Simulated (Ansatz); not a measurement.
Ca:
```xyz
2
Lattice="1.8805 -3.2580 0.0000 1.8805 3.2580 0.0000 0.0000 0.0000 6.2438" Properties=species:S:1:pos:R:3 pbc="T T T"
Ca     1.8805    -2.1726     1.5610
Ca     1.8805     2.1726     4.6829
```

Relaxed with LDA. Special points in fractions of this cell's reciprocal vectors: Γ (0.000, 0.000, 0.000); Y (-0.500, 0.500, 0.000); C0 (-0.333, 0.667, 0.000); Σ0 (0.333, 0.333, 0.000); Z (0.000, 0.000, 0.500); A0 (0.333, 0.333, 0.500); E0 (-0.333, 0.667, 0.500); T (-0.500, 0.500, 0.500); S (0.000, 0.500, 0.000); R (0.000, 0.500, 0.500).

Question: List the band energies nearest the Fermi level at these points for the program Ansatz at the LDA level (PAW).

Answer: In eV from the Fermi level; about four levels below and three above (degenerate sets whole), none deeper than 8.9 eV; points with the same levels are listed once.

| k | below | above |
|---|---|---|
| Γ | -4.25 -1.20 -0.15 | 2.19 2.28 2.28 |
| Y | -1.16 -0.65 | 0.08 0.26 1.38 |
| C0 | -0.24 -0.24 -0.19 | 0.44 1.42 1.42 |
| Z | -3.18 -3.18 | 1.30 1.30 2.28 2.28 2.28 2.28 |
| A0 | – | 0.11 0.11 0.42 0.42 |
| T | -0.81 -0.81 | 0.20 0.20 1.39 1.39 |
| S | -1.16 -0.65 | 0.07 0.26 1.38 |

Space group P6_3/mmc (hcp (Mg type)). The workflow started from a Materials Project entry (that database holds measured and hypothetical structures alike); the Crystallography Open Database files this formula in space group No. 194, but the cells were not matched. It is not the phase usual at ambient conditions (space group No. 225). The cell was relaxed with LDA under the symmetry of its start; its stability against distortions is not shown here. Point labels and valley counts follow the cell and symmetry of the run, lower than the named group.

Potentials: the later of the program's two PAW sets.
